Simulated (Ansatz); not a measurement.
InHO2:
Space group Pnnm (No. 58); a = 4.5195 Å, b = 5.2724 Å, c = 3.2857 Å, α = β = γ = 90.00°

```tsv
atom	site	symmetry	x	y	z
In	2a	..2/m	0.0000	0.0000	0.0000
H	2c	..2/m	0.0000	0.5000	0.0000
O	4g	..m	0.2204	0.3693	0.0000
```

Relaxed with r²SCAN.

Tabulate the valence density and the electron localisation function along the shortest In–O contact (2.18 Å), plane-wave PAW r²SCAN (Ansatz code).



```csv
distance from In (Å),density (e/Å³),ELF
0.22,10.97,0.00
0.33,8.65,0.00
0.44,6.29,0.03
0.55,4.22,0.08
0.66,2.61,0.16
0.76,1.51,0.20
0.87,0.87,0.18
0.98,0.57,0.14
1.09,0.49,0.15
1.20,0.53,0.30
1.31,0.70,0.58
1.42,1.02,0.77
1.53,1.59,0.83
1.64,2.58,0.83
1.75,3.99,0.78
1.86,5.48,0.66
1.97,6.68,0.47
```

The density is the valence pseudo-density with augmentation charge, so density and ELF within about 1 Å of a nucleus are not all-electron values.

The workflow started from a Materials Project entry (that database holds measured and hypothetical structures alike); the Crystallography Open Database copy checked does not list it. COD files the formula under space group No. 31, so this cell is another polymorph or a model. Its standing as an ambient phase is unchecked. The cell was relaxed with r²SCAN under the symmetry of its start; whether a distortion lowers the energy is not shown.

Potentials: the later of the program's two PAW sets.
